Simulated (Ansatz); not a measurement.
## KLuO₂, first-principles data

KLuO2:
```cif
data_KLuO2
_chemical_formula_sum 'K1 Lu1 O2'
_space_group_name_H-M_alt 'P 1'
_space_group_IT_number 1
_cell_length_a 6.47864
_cell_length_b 6.47864
_cell_length_c 6.47864
_cell_angle_alpha 30.165
_cell_angle_beta 30.165
_cell_angle_gamma 30.165
loop_
_space_group_symop_operation_xyz
  'x, y, z'
loop_
_atom_site_label
_atom_site_type_symbol
_atom_site_fract_x
_atom_site_fract_y
_atom_site_fract_z
_atom_site_occupancy
K1 K 0.00000 0.00000 0.00000 1
Lu1 Lu 0.50000 0.50000 0.50000 1
O1 O 0.22809 0.22809 0.22809 1
O2 O 0.77191 0.77191 0.77191 1
```

Space group R-3m (No. 166); conventional cell a = 3.372 Å, b = 3.372 Å, c = 18.538 Å, α = 90.00°, β = 90.00°, γ = 120.00°.

Method: DFT-r²SCAN in the program Ansatz with PAW potentials. The cell and atoms are relaxed at this level. Other levels are named where they apply.

### Cell and energy

```yaml
volume_per_atom: 15.21 Å³
density: 6.72 g/cm³
Formation energy from the elements (no fitted shifts): -3.00 eV/atom
```

### Electronic structure

```yaml
band_gap: 4.24 eV (indirect)
valence_band_maximum: at Γ
conduction_band_minimum: at F (3 equivalent valleys)
smallest_direct_gap_on_the_standard_path: 4.30 eV
```

The first step of the workflow began from a Materials Project structure, measured or hypothetical; the Crystallography Open Database copy checked does not list it. Whether it is the stable phase at ambient conditions was not checked. The r²SCAN relaxation kept the symmetry of its start; its stability against distortions is not shown here. The references are the lowest solids computed at this level, not always the standard phases (solids in place of the gases). Scalar-relativistic: spin–orbit coupling is off unless named, which matters more the heavier the elements.

Potentials: the later of the program's two PAW sets.
